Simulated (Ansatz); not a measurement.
AgAu (L1₀ or tetragonal B2, P4/mmm) at seven volumes, PBE (plane waves, PAW; program Ansatz), shape and atoms relaxed at each. One row is withheld.

```
V (Å³/atom)  P (GPa)
-----------  -------
16.232             ?
16.767          8.47
17.302          3.80
17.837          0.01
18.372         -3.06
18.907         -5.53
19.442         -7.53
```

Q: Fit the shown pressures and predict the withheld one.

A: Third-order Birch–Murnaghan: P = (3/2)B₀(x^(7/2) − x^(5/2))[1 + (3/4)(B′ − 4)(x − 1)] with x = (V₀/V)^(2/3). Least squares on the six rows gives V₀ = 17.839 Å³/atom, B₀ = 113.5 GPa, B′ = 6.02. At V = 16.232, x = 1.0650 and P = 14.22 GPa. The run itself gave 14.19 GPa.

The start of the workflow was typed in or built on a structure type; neither database checked (COD, Materials Project) lists it. Whether it is the stable phase at ambient conditions was not checked. Symmetry was held in the PBE relaxation; whether a distortion lowers the energy is not shown. The run is not spin-polarised. Scalar-relativistic: spin–orbit coupling is off unless named, which matters more the heavier the elements.

Potentials: the earlier of the program's two PAW sets.
